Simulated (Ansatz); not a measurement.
The cell of ScRhC6N6 is invented: cyanide-bridged rock-salt net of two metals, 0 guest cations a cell (Fm-3m, No. 225). Lengths were set from tabulated atomic sizes, so they are only a guess.

```cif
data_structure
_symmetry_space_group_name_H-M 'Fm-3m'
_symmetry_Int_Tables_number 225
_cell_length_a 10.4140
_cell_length_b 10.4140
_cell_length_c 10.4140
_cell_angle_alpha 90.000
_cell_angle_beta 90.000
_cell_angle_gamma 90.000
_cell_volume 1129.41
loop_
_atom_site_label
_atom_site_type_symbol
_atom_site_symmetry_multiplicity
_atom_site_Wyckoff_symbol
_atom_site_fract_x
_atom_site_fract_y
_atom_site_fract_z
_atom_site_occupancy
Sc1 Sc 4 b 0.50000 0.00000 0.00000 1
Rh1 Rh 4 a 0.00000 0.00000 0.00000 1
C1 C 24 e 0.18408 0.00000 0.00000 1
N1 N 24 e 0.29643 0.00000 0.00000 1
```

The calculation used DFT PBE, scalar-relativistic, plane waves, PAW (Ansatz 0.2.0). Cutoff 420 eV, Gaussian smearing, Γ-centred meshes. Cell and atoms relax first on a coarse mesh and then on a converged one. In between, the cell is made exact in the group found at 0.06 Å. The steps can't lower the symmetry of their start. Collinear spin, starting moments Rh 1.0 μB; they died out on the coarse mesh, so the last step has no spin.

A guess keeps its type if space group and coordination stay and the shape of the cell changes little (axis ratios within about 15 %, angles within 6°); the volume may change.

Problem. Does it keep its structure type, or change into something else?

Solution. It keeps its type. The symmetry stays Fm-3m (No. 225). The volume per atom grows by 9.3 %, from 20.2 to 22.0 Å³. The shortest distance stays 1.17 Å (C–N). Counting neighbours within 15 % of an atom's shortest distance, the start has C 1, N 1, Rh 6, Sc 6 and the end C 1, N 1, Rh 6, Sc 6.

The last run used a 4×4×4 mesh for its 14-atom cell and Gaussian smearing of 0.02 eV. A structure relaxed within its symmetry needn't be a true minimum.
